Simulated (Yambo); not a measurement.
NaCaIrH6 (space group F-43m, No. 216); a = 5.1096 Å, b = 5.1096 Å, c = 5.1096 Å, α = 60.00°, β = 60.00°, γ = 60.00°. With the G0W0 scissor the direct gap on the mesh is 4.79 eV.

Q: Does this run resolve the lowest exciton, and if so, what are its energy and binding? (Yambo, LDA bands; 8×8×8 mesh, 6 valence and 3 conduction bands, static screening with 55 bands and a 3 Ry block, scissor 1.61 eV, Tamm-Dancoff.)

A: The two meshes tried agree. These are vertical excitations (zero momentum). The lowest state lies at 4.12 eV (dark for light along x, 3 states within 2 meV), the direct quasiparticle gap on this mesh at 4.79 eV. Its binding energy, counted from that gap, is 0.67 eV; it spreads over about 130 k points of the mesh. On a 6×6×6 mesh the same difference is 0.67 eV. The first optically allowed state is at 4.38 eV. The scissor comes from a G0W0 run whose convergence isn't established. Spin-orbit coupling is left out, which matters for elements this heavy: edges can move by tenths of an eV.

Geometry of the Materials Project entry, not relaxed at this level.

The structure is a Materials Project entry; no match was found in the copy of COD used, and its stability was not checked.
